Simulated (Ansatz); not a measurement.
# Fast substrates for surface-wave filters

A comparison from first-principles data. A thin piezoelectric film on a fast substrate raises the frequency that a given finger pitch reaches and keeps the wave at the surface.

The yardstick is 4H-SiC. Isotropic (polycrystal) averages. Wavelength 1.2 μm (twice a pitch of 0.6 μm); target 5 GHz. All rows have a gap at this level.

**Data**

Computed with Ansatz, a plane-wave PAW program. v_l, v_t: PBE, elastic tensor, Hill average; density: PBE, relaxed cell.

Model: ν = (v_l² − 2v_t²)/(2(v_l² − v_t²)); v_R ≈ v_t (0.87 + 1.12ν)/(1 + ν); f = v_R/wavelength; pitch = v_R/2f.

| crystal | v_l (km/s) | v_t (km/s) | density (g/cm³) | Poisson ratio | Rayleigh speed (km/s) | frequency (GHz) | pitch for the target (nm) |
|---|---|---|---|---|---|---|---|
| AlN (wurtzite) | 10.52 | 6.14 | 3.20 | 0.242 | 5.641 | 4.70 | 564 |
| TiO2 (anatase) | 8.20 | 3.83 | 3.79 | 0.360 | 3.586 | 2.99 | 359 |
| 4H-SiC, reference | 12.05 | 7.64 | 3.17 | 0.164 | 6.916 | 5.76 | 692 |
| 2H-SiC | 12.03 | 7.62 | 3.17 | 0.165 | 6.899 | 5.75 | 690 |

Runs started from generated or typed cells of the structure named: AlN; 2H-SiC. Spin–orbit coupling is left out unless named.

**Worked example**

The steps for 2H-SiC:

- ν = (12.03² − 2 × 7.62²)/(2 × (12.03² − 7.62²)) = 0.165
- v_R = 7.62 × (0.87 + 1.12 × 0.165)/(1 + 0.165) = 6.899 km/s
- f = 6.899/1.2 = 5.75 GHz
- pitch for the target: 500 × 6.899/5 = 690 nm

The steps for 4H-SiC:

1. ν = (12.05² − 2 × 7.64²)/(2 × (12.05² − 7.64²)) = 0.164
2. v_R = 7.64 × (0.87 + 1.12 × 0.164)/(1 + 0.164) = 6.916 km/s
3. f = 6.916/1.2 = 5.76 GHz
4. pitch for the target: 500 × 6.916/5 = 692 nm

**Result**

In order of Rayleigh speed, highest first: 4H-SiC (6.916 ± 0.35) ≈ 2H-SiC (6.899 ± 0.35), AlN (5.641 ± 0.30), TiO2 (3.586 ± 0.20). The ± follows from allowances picked for this note (v_l 5 %, v_t 5 %, 3 % for the model), carried to first order and added in quadrature; ≈ joins neighbours closer than their two ± added in quadrature. 0 of the 3 others clearly beat the reference on this figure.

**Caveats**

Single-crystal speeds depend on cut and direction, and the film changes the speed. Where several phases of a formula are at hand, those over 0.1 eV/atom above the lowest were not drawn (by r²SCAN where it compared them, else by the largest value; a layered or molecular lowest phase counts only with a dispersion term); other phases could lie lower still. The rows are a sample of crystals with v_t over 3 km/s, picked without regard to agreement with measurement. Limits of the draw: gap over 0.3 eV, v_l over 1.45 v_t, v_t over 3 km/s; for moduli and speeds, an anisotropy index under 2.5, no layered crystals; no unfamiliar magnets, and cubic perovskites only if shown or known to be stable. As a rule kept out of such tables: 4f compounds, open-shell compounds run without a Hubbard term, cells found unstable in the tests at hand, cells close to a higher symmetry, and runs set to a pressure or over 12 % in volume from the crystal's fullest run.
